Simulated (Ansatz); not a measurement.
K$_{2}$TeCl$_{6}$ in space group Fm-3m (No. 225; K on 8c, Te on 4a, Cl on 24e), a = b = c = 10.175 Å, α = β = γ = 90.00°; the cell used has 9 atoms.

Relaxed with r²SCAN.

**Question.** Tabulate the valence density and the electron localisation function along the shortest K–Cl contact (3.60 Å), r²SCAN (plane waves, PAW; program Ansatz).

**Answer.** 

```
distance from K (Å)  density (e/Å³)   ELF
-------------------  --------------  ----
0.36                           3.95  0.79
0.54                           2.92  0.87
0.72                           1.62  0.88
0.90                           0.72  0.83
1.08                           0.28  0.67
1.26                           0.11  0.28
1.44                           0.05  0.03
1.62                           0.03  0.01
1.80                           0.04  0.03
1.98                           0.06  0.27
2.16                           0.11  0.63
2.34                           0.21  0.78
2.52                           0.41  0.85
2.70                           0.79  0.89
2.88                           1.39  0.89
3.06                           1.84  0.84
3.24                           1.42  0.66
```

The density is the valence pseudo-density with augmentation charge, so density and ELF within about 1 Å of a nucleus are not all-electron values.

The workflow started from a Materials Project entry (that database holds measured and hypothetical structures alike); the Crystallography Open Database copy checked does not list it. COD files the formula under space group No. 139, so this cell is another polymorph or a model. Whether it is the stable phase at ambient conditions was not checked. The cell was relaxed with r²SCAN under the symmetry of its start; its stability against distortions is not shown here. Spin–orbit coupling is left out wherever it is not named.

Potentials: the later of the program's two PAW sets.
